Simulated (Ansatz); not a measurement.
Crystals of one structure type (zinc blende) and one family of elements, relaxed and computed with r²SCAN in the plane-wave PAW code Ansatz.

```
crystal  gap (eV)    ε∞
-------  --------  ----
GaAs         0.96  11.6
BAs          1.37     ?
BP           1.41  8.74
GaP          1.84  9.36
BN           5.00  4.45
```

Problem. Fit a straight line to ln ε∞ against ln E_g and predict the withheld value.

Solution. Least squares on the 4 shown rows: ln ε∞ = -0.57 × ln E_g + (2.446), with a scatter of 8 %. For BAs this gives 9.65. The run itself gave 9.32, within the scatter.

All cells were relaxed under the symmetry of their starts (and spin orders); stability against distortions was not tested throughout. Spin–orbit coupling is left out wherever it is not named.

Potentials: the later of the program's two PAW sets.
